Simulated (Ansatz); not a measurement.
GaS:
Space group P6₃/mmc (No. 194); a = b = 3.591 Å, c = 15.447 Å, α = β = 90.00°, γ = 120.00°

| atom | site | symmetry | x | y | z |
|---|---|---|---|---|---|
| Ga | 4f | 3m. | 0.3333 | 0.6667 | 0.1708 |
| S | 4f | 3m. | 0.6667 | 0.3333 | 0.1003 |

Relaxed with PBE+D3(BJ). Plane-wave PAW PBE+D3(BJ) (Ansatz code) gives a gap of 1.56 eV.

**Question.** What gap does HSE06 give on the same cell (Ansatz, PAW)?

**Answer.** 2.25 eV, 0.70 eV more. The hybrid was solved on a coarser mesh and at special points; the gap given is the minimum over both.

```
k  v1 PBE+D3(BJ)  c1 PBE+D3(BJ)  v1 HSE06  c1 HSE06
-  -------------  -------------  --------  --------
Γ           0.00           1.65         …         …
A          -0.72           2.08         …         …
K          -2.00           1.75     -2.11      2.42
H          -1.86           1.97         …         …
M          -1.67           1.56     -1.77      2.25
L          -1.94           1.77         …         …
```

**Question.** Top valence (v1) and lowest conduction level (c1) in eV from each method's valence maximum (which need not be a listed point): supply the withheld HSE06 values.

**Answer.** 
- H, v1 HSE06: -2.00
- H, c1 HSE06: 2.65
- A, v1 HSE06: -0.73
- A, c1 HSE06: 3.07
- L, v1 HSE06: -2.05
- L, c1 HSE06: 2.50
- Γ, v1 HSE06: 0.00
- Γ, c1 HSE06: 2.65

Cost on shared cores: the PBE+D3(BJ) run (SCF on a 9×9×2 mesh, then bands and DOS) roughly 80 core-seconds, the HSE06 run (SCF on 5×5×1, then a few points) very roughly 3 core-minutes; the tasks are unlike.

Space group P6_3/mmc. Symmetry was held in the PBE+D3(BJ) relaxation. Scalar-relativistic: spin–orbit coupling is off unless named, which matters more the heavier the elements.

Potentials: the later of the program's two PAW sets.
